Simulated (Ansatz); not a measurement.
InGaAs2 in space group P-4m2 (No. 115; In on 1d, Ga on 1b, As on 2g) at seven volumes, LDA in the plane-wave PAW code Ansatz, shape and atoms relaxed at each. One row is withheld.

| V (Å³/atom) | P (GPa) |
|---|---|
| 22.375 | 7.73 |
| 23.113 | 4.70 |
| 23.851 | 2.15 |
| 24.588 | 0.00 |
| 25.326 | -1.82 |
| 26.064 | ? |
| 26.801 | -4.64 |

Q: Fit the shown pressures and predict the withheld one.

A: P = (3/2)B₀(x^(7/2) − x^(5/2))[1 + (3/4)(B′ − 4)(x − 1)] with x = (V₀/V)^(2/3). Least squares on the six rows gives V₀ = 24.588 Å³/atom, B₀ = 65.8 GPa, B′ = 4.66. At V = 26.064, x = 0.9619 and P = -3.35 GPa. The run itself gave -3.35 GPa.

The workflow started from a Materials Project entry (that database holds measured and hypothetical structures alike); the Crystallography Open Database copy checked does not list it. With In and Ga taken as one species the cell has the higher symmetry F-43m, so it may be an ordered model of a mixed-site phase. Whether it is the stable phase at ambient conditions was not checked. The cell was relaxed with LDA under the symmetry of its start; of distortions, only those at the zone centre were tested.

Potentials: the later of the program's two PAW sets.
